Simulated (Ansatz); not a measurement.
## Zn₄Se₃S (P-4m2) at 2 levels of theory

One geometry, relaxed with PBE; plane waves with PAW potentials in Ansatz, scalar-relativistic. No spin polarisation. Gaps are the least over mesh and band path; pressure is positive in compression.

```
Zn Se S
1.0
     4.00308    0.00000    0.00000
     0.00000    4.00308    0.00000
     0.00000    0.00000   11.31617
Zn Se S
4 3 1
Direct
  0.50000 0.00000 0.88484
  0.00000 0.50000 0.11516
  0.50000 0.00000 0.37156
  0.00000 0.50000 0.62843
  0.50000 0.50000 0.24342
  0.00000 0.00000 0.50000
  0.50000 0.50000 0.75658
  0.00000 0.00000 0.00000
```

| level | cutoff (eV) | k mesh | gap (eV) | pressure (GPa) |
| --- | --- | --- | --- | --- |
| PBE | 420 | 8×8×4 | 1.30 | 0.0 |

What comes out on the same cell with LDA?

| level | cutoff (eV) | k mesh | gap (eV) | pressure (GPa) |
| --- | --- | --- | --- | --- |
| LDA | 420 | 8×8×4 | 1.05 | -5.3 |

The structure comes from a generated guess; another structure or a mixture of phases may lie lower.
